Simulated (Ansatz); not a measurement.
ZnWO4 in space group P2/c (No. 13; Zn on 2f, W on 2e, O on 4g, O on 4g), r²SCAN in the plane-wave PAW code Ansatz. The conduction-band minimum lies at Z, with 1 equivalent valley. Second derivatives d²E/dk² of the lowest band at one valley (eV·Å²), along Cartesian directions:

```json
[
 {"direction": "[100]", "d²E/dk²": "5.536"},
 {"direction": "[010]", "d²E/dk²": "7.621"},
 {"direction": "[001]", "d²E/dk²": "3.834"},
 {"direction": "[110]", "d²E/dk²": "6.579"},
 {"direction": "[101]", "d²E/dk²": "5.683"},
 {"direction": "[011]", "d²E/dk²": "5.727"}
]
```

Task: Find the principal effective masses, the density-of-states mass and the conductivity mass.

Result: Off-diagonal terms follow from H_xy = H[110] − (H_xx + H_yy)/2, and m*/mₑ = 7.620 eV·Å² over each eigenvalue: 1.00, 1.3, 2.3. One valley's DOS mass (m₁m₂m₃)^(1/3) = 1.4, conductivity mass 3/(Σ 1/mᵢ) = 1.3 mₑ.

Task: What effective density of states Nc follows at 300 K for parabolic valleys?

Result: Nc = 2.509e19 × 1 × (1.4)^(3/2) ≈ 4.2e19 cm⁻³.

Task: With the computed static dielectric constant 17.8 (mean of the diagonal), estimate a hydrogenic donor's binding energy and radius.

Result: E = 13.606 eV × 1.3/17.8² ≈ 56 meV; a = 0.529 Å × ε/m* ≈ 7.2 Å. Semilocal masses tend to be too small when the gap is underestimated.

The workflow started from a Materials Project entry (that database holds measured and hypothetical structures alike); the Crystallography Open Database files this formula in space group No. 13, but the cells were not matched. Whether it is the stable phase at ambient conditions was not checked. Symmetry was held in the r²SCAN relaxation; its stability against distortions is not shown here. The run is not spin-polarised. No Hubbard U is applied. Scalar-relativistic: spin–orbit coupling is off unless named, which matters more the heavier the elements.

Potentials: the later of the program's two PAW sets.
